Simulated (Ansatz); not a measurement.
**Relaxation path: hcp Hf (10-10), 4 layers**

DFT, PBE, PAW with Ansatz's default frozen-core files, scalar-relativistic (Ansatz 0.2.0); a Γ-centred 13×8×1 k mesh, Fermi–Dirac smearing of 0.05 eV, no spin polarisation. The run relaxes the atoms in the fixed cell.

Command: `ansatz run input.yaml --threads 1 --pin off --max-ram 3584MiB --backend cpu --events-out ev --progress --plain --runs-dir out` It took 3.8 min on 1 thread of Intel(R) Xeon(R) Platinum 8488C (Sapphire Rapids), with other jobs on the host, peak memory 0.83 GiB.

```yaml
crystal:
  lattice:
    - [3.2031969921, 0.0, 0.0]
    - [0.0, 5.0702495496, 0.0]
    - [0.0, 0.0, 19.6987]
  atoms:
    - { symbol: Hf, position: [0.0, 0.75, 0.406117325] }
    - { symbol: Hf, position: [0.5, 0.25, 0.4530586628] }
    - { symbol: Hf, position: [0.5, 0.75, 0.5469413372] }
    - { symbol: Hf, position: [0.0, 0.25, 0.593882675] }
kpoints:
  mp_grid: { grid: [13, 8, 1] }
scf:
  occupations: { method: fermi_dirac, width: 0.05 }
hamiltonian:
  xc: pbe
  pseudopotentials: { kind: paw }
output:
  forces: true
  stress: true
  eigenvalues: true
relax:
  f_tol: 0.01
  max_steps: 40
efield:
  axis: 3
  amplitude: 0
  dipole_correction: true
```

Each step lists its free energy a cell above the last geometry, and Cartesian positions (Å) with forces (eV/Å).

The first step:

```
step 1  dF = 150.68 meV
  Hf 0.0000 3.8027 8.0000   0.0000 0.0000 0.6353
  Hf 1.6016 1.2676 8.9247   0.0000 0.0000 0.3726
  Hf 1.6016 3.8027 10.7740   0.0000 0.0000 -0.3726
  Hf 0.0000 1.2676 11.6987   0.0000 0.0000 -0.6353
```

Spin–orbit coupling is left out, which matters for the heavy atoms.

Problem. Where does the relaxation end, and by which steps?

Solution. After 5 geometries, with a shortest distance of 3.003 Å. The further steps:
```
step 2  dF = 8.25 meV
  Hf 0.0000 3.8027 8.1954   0.0000 0.0000 -0.1626
  Hf 1.6016 1.2676 8.9812   0.0000 0.0000 0.0179
  Hf 1.6016 3.8027 10.7175   0.0000 0.0000 -0.0179
  Hf 0.0000 1.2676 11.5033   0.0000 0.0000 0.1626
step 3  dF = 1.01 meV
  Hf 0.0000 3.8027 8.1536   0.0000 0.0000 0.0120
  Hf 1.6016 1.2676 8.9931   0.0000 0.0000 0.0616
  Hf 1.6016 3.8027 10.7056   0.0000 0.0000 -0.0616
  Hf 0.0000 1.2676 11.5451   0.0000 0.0000 -0.0120
step 4  dF = 0.13 meV
  Hf 0.0000 3.8027 8.1497   0.0000 0.0000 0.0049
  Hf 1.6016 1.2676 9.0043   0.0000 0.0000 0.0231
  Hf 1.6016 3.8027 10.6944   0.0000 0.0000 -0.0231
  Hf 0.0000 1.2676 11.5490   0.0000 0.0000 -0.0049
step 5  dF = 0.00 meV
  Hf 0.0000 3.8027 8.1453   0.0000 0.0000 0.0062
  Hf 1.6016 1.2676 9.0128   0.0000 0.0000 -0.0020
  Hf 1.6016 3.8027 10.6859   0.0000 0.0000 0.0020
  Hf 0.0000 1.2676 11.5534   0.0000 0.0000 -0.0062
```
